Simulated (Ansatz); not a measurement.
MgS:
```cif
data_Mg2S2
_chemical_formula_sum 'Mg2 S2'
_space_group_name_H-M_alt 'P63mc'
_space_group_IT_number 186
_space_group_name_Hall 'P 6c -2c'
_cell_length_a 3.98462
_cell_length_b 3.98462
_cell_length_c 6.36024
_cell_angle_alpha 90.000
_cell_angle_beta 90.000
_cell_angle_gamma 120.000
loop_
_atom_site_label
_atom_site_type_symbol
_atom_site_symmetry_multiplicity
_atom_site_Wyckoff_symbol
_atom_site_fract_x
_atom_site_fract_y
_atom_site_fract_z
_atom_site_occupancy
Mg1 Mg 2 b 0.66667 0.33333 0.49660 1
S1 S 2 b 0.33333 0.66667 0.37839 1
```

Relaxed with LDA.

### Question
Give the optical modes at the zone centre with their infrared and Raman activity from DFPT, LDA in the plane-wave PAW code Ansatz.

### Answer
Transverse frequencies, without the LO–TO term; a row sums one degenerate level.

| ω (cm⁻¹) | degeneracy | IR ((D/Å)²/amu) | Raman (Å⁴/amu) | activity | symmetry |
|---|---|---|---|---|---|
| 85 | 2 | 0.00 | 0.094 | Raman | E2 |
| 265 | 1 | 0.00 | 0 | silent | B1 |
| 327 | 1 | 12.55 | 13 | IR+Raman | A1 |
| 334 | 1 | 0.00 | 0 | silent | B1 |
| 344 | 2 | 0.00 | 4.4 | Raman | E2 |
| 348 | 2 | 23.09 | 4.6 | IR+Raman | E1 |

### Question
How high does the top mode go among those that the LO–TO term moves?

### Answer
435 cm⁻¹ for q along x, 435 cm⁻¹ for q along y, 422 cm⁻¹ for q along z.

Space group P6_3mc (wurtzite). The workflow started from a Materials Project entry (that database holds measured and hypothetical structures alike); the Crystallography Open Database copy checked does not list it. COD files the formula under space group No. 225, so this cell is another polymorph or a model. Its standing as an ambient phase is unchecked. The LDA relaxation kept the symmetry of its start; phonons on a q-mesh show no instability.

Potentials: the later of the program's two PAW sets.
